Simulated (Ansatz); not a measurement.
Consider the following.

Starting cell, TiO$_{2}$ (anatase):

```yaml
crystal:
  lattice:
    - [-1.88489, 1.88489, 4.77588]
    - [1.88489, -1.88489, 4.77588]
    - [1.88489, 1.88489, -4.77588]
  atoms:
    - { symbol: Ti, position: [0.50000, 0.50000, 0.00000] }
    - { symbol: Ti, position: [0.25000, 0.75000, 0.50000] }
    - { symbol: O, position: [0.29247, 0.29247, 0.00000] }
    - { symbol: O, position: [0.04247, 0.54247, 0.50000] }
    - { symbol: O, position: [0.45753, 0.95753, 0.50000] }
    - { symbol: O, position: [0.70753, 0.70753, 0.00000] }
```

In each cell atom 1 (Ti, nearest neighbour O at 1.928 Å; its periodic images, 3.8 Å or more away, move with it) moves by s·(0.577, 0.577, 0.577) (along Cartesian [111]), the rest being held.

Method: PBEsol (plane waves to 420 eV, PAW, scalar-relativistic; Ansatz, a first-principles code). k mesh 10×10×10 (Γ-centred), Fermi-Dirac smearing 0.05 eV. E stands for the smeared free energy. Left out: 4 of 11 points, with atoms too close for the PAW data. TiO2 is run without spin polarisation. TiO2 was relaxed with its symmetry unable to fall. ΔE is measured from the undisplaced structure.

The scan covers s from -0.348 to 0.348 Å in 7 points.

### Question
Is the energy the same for equal positive and negative displacements?

### Answer
Even: the same for both signs. With its periodic images moving along, the atom's site symmetry in this cell is -4m2.

### Question
What force acts on the atom along the line at s = -0.348 Å?

### Answer
4.69 eV/Å.

### Question
What is the energy change at s = 0.348 Å?

### Answer
669 meV/cell.

### Question
What is the force constant k = d²E/ds² of this move at s = 0?

### Answer
8.02 eV/Å².

(For displaced atoms, the force is minus the slope of the energy, and its curvature is a force constant, which sets phonon frequencies.)
